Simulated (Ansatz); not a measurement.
Relaxed candidate structures of Ni:

A. P6₃/mmc (No. 194), hP2, hcp (Mg type); a = 2.4468 Å, b = 2.4468 Å, c = 4.0730 Å, α = 90.00°, β = 90.00°, γ = 120.00°; Ni 2d (0.667, 0.333, 0.250); ferromagnetic

B. P6₃/mmc (No. 194), hP4, AFLOW prototype A_hP4_194_ac (A3', as in La); a = 2.459 Å, b = 2.459 Å, c = 8.075 Å, α = 90.00°, β = 90.00°, γ = 120.00°; Ni 2a (0.000, 0.000, 0.000); Ni 2c (0.333, 0.667, 0.250); ferromagnetic

C. I4/mmm (No. 139), tI2, AFLOW prototype A_tI2_139_a (A_a); a = b = 2.923 Å, c = 2.489 Å, α = β = γ = 90.00°; Ni 2a (0.000, 0.000, 0.000); ferromagnetic

Q: Put the candidates in order of energy per atom, lowest first, for r2SCAN (plane waves to 500 eV, PAW, scalar-relativistic; Ansatz, an electronic-structure program).

A: B (reference), A (+0.03 eV/atom), C (+0.07 eV/atom)

The lowest structure calculated, Fm-3m, cF4, fcc (Cu type), ferromagnetic, is not among these; it lies 0.02 eV/atom below the lowest of them. Probably no minimum, since a slightly shaken restart fell lower: I4/mmm, tI2, AFLOW prototype A_tI2_139_a (A_a), ferromagnetic (by 0.04 eV/atom, to P6₃/mmc). 4 runs with a doubtful electronic state, a coarser numerical grid, an end not at rest or a source that can't be used are left out. Each run could gain symmetry but not lose that of its start, so entries can be saddle points. From databases, or of a type measured for this composition: P6₃/mmc, hP2, hcp (Mg type), ferromagnetic; the others are generated cells (placed on structure types, drawn at random, substituted or restacked) that were not matched to a known phase here. Each structure is listed in the lowest spin state found for it. Energies are at zero temperature and pressure, without zero-point motion. The runs use different k-meshes, so differences are rounded accordingly. Spin states reached: ferromagnetic; spin orders were not searched systematically. r2SCAN tends to overstate moments in metals.
